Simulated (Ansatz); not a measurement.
Theory: Ansatz, DFT PBE, scalar-relativistic, plane waves, PAW. Settings: cutoff 420 eV, Γ-centred meshes spaced at most about 0.3 Å⁻¹, and about 0.25 Å⁻¹ or finer for metals (2π included), Gaussian smearing. No spin polarisation in the final relaxations.

These are static total energies at zero pressure. All come from trial cells, and lower structures may exist.

Question: Order these relaxed structures of ScGa3P2 by energy, lowest first, with the energy over the lowest of them.
A.

Space group P6/mmm (No. 191). a = 5.249 Å, b = 5.249 Å, c = 4.536 Å, α = 90.00°, β = 90.00°, γ = 120.00°
```tsv
atom	site	symmetry	x	y	z
Sc	1a	6/mmm	0.0000	0.0000	0.0000
Ga	3g	mmm	0.5000	0.0000	0.5000
P	2c	-6m2	0.6667	0.3333	0.0000
```

B.

Space group Pmmm (No. 47). a = 3.784 Å, b = 3.866 Å, c = 7.478 Å, α = 90.00°, β = 90.00°, γ = 90.00°
```
atom  site  symmetry       x       y       z
  Sc    1d       mmm  0.5000  0.0000  0.5000
  Ga    1g       mmm  0.0000  0.5000  0.5000
  Ga    2t       mm2  0.5000  0.5000  0.1699
   P    2q       mm2  0.0000  0.0000  0.7646
```

C.

Space group Cmmm (No. 65). a = 3.847 Å, b = 15.101 Å, c = 3.836 Å, α = 90.00°, β = 90.00°, γ = 90.00°
| atom | site | symmetry | x | y | z |
| --- | --- | --- | --- | --- | --- |
| Sc | 2a | mmm | 0.0000 | 0.0000 | 0.0000 |
| Ga | 2c | mmm | 0.5000 | 0.0000 | 0.5000 |
| Ga | 4i | m2m | 0.5000 | 0.1782 | 0.0000 |
| P | 4j | m2m | 0.5000 | 0.3738 | 0.5000 |

D.

Space group P4/mmm (No. 123). a = 3.549 Å, b = 3.549 Å, c = 8.877 Å, α = 90.00°, β = 90.00°, γ = 90.00°
| atom | site | symmetry | x | y | z |
| --- | --- | --- | --- | --- | --- |
| Sc | 1a | 4/mmm | 0.0000 | 0.0000 | 0.0000 |
| Ga | 2h | 4mm | 0.5000 | 0.5000 | 0.1970 |
| Ga | 1d | 4/mmm | 0.5000 | 0.5000 | 0.5000 |
| P | 2g | 4mm | 0.0000 | 0.0000 | 0.2892 |

Answer: B (0 meV/atom), C (64 meV/atom), D (193 meV/atom), A (274 meV/atom). Forms: B Pmmm; C Cmmm; D P4/mmm; A P6/mmm. Counting P atoms around Ga and Sc (those within 1.25 times the shortest such distance or 1.15 times the sum of covalent radii; the shortest distance is added where it is long for a bond; a slash parts the counts of unlike sites): B has Sc 4, Ga 4 from 2.7 Å/4 from 2.8 Å; C has Sc 4, Ga 4 from 2.7 Å/4+2 from 2.8 Å; D has Sc 2, Ga 4/8 from 3.1 Å; A has Sc 6, Ga 4 from 2.7 Å.

Cells relaxed within their symmetry can be saddle points. The Pmmm cell of ScGa3P2 came from shaking the Cmmm one. Some candidate types were left out of the draw beforehand, so a known form may be missing.
